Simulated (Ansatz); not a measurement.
# Bi (simple cubic): energy against volume

Method: DFT, PBEsol, plane waves (420 eV) with PAW, scalar-relativistic in Ansatz. The PAW files were generated under PBE, with cores re-solved for the functional.

The cell is scaled uniformly from the relaxed one, with fractional coordinates and shape fixed. Energies are extrapolated to zero smearing, pressures are those at the given smearing. Magnetic state: spin not included.

A Birch-Murnaghan fit gives V₀ = 33.50 Å³/atom, B₀ = 53 GPa, B₀′ = 4.7.

Task: What are the energy above the minimum and the pressure at 29.440 Å³/atom?

Result: 104.6 meV/atom and 9.38 GPa as computed.

Task: What are the energy above the minimum and the pressure at 34.793 Å³/atom?

Result: 7.8 meV/atom and -1.79 GPa as computed.

Task: What are the energy above the minimum and the pressure at 37.469 Å³/atom?

Result: 63.3 meV/atom and -4.53 GPa as computed.
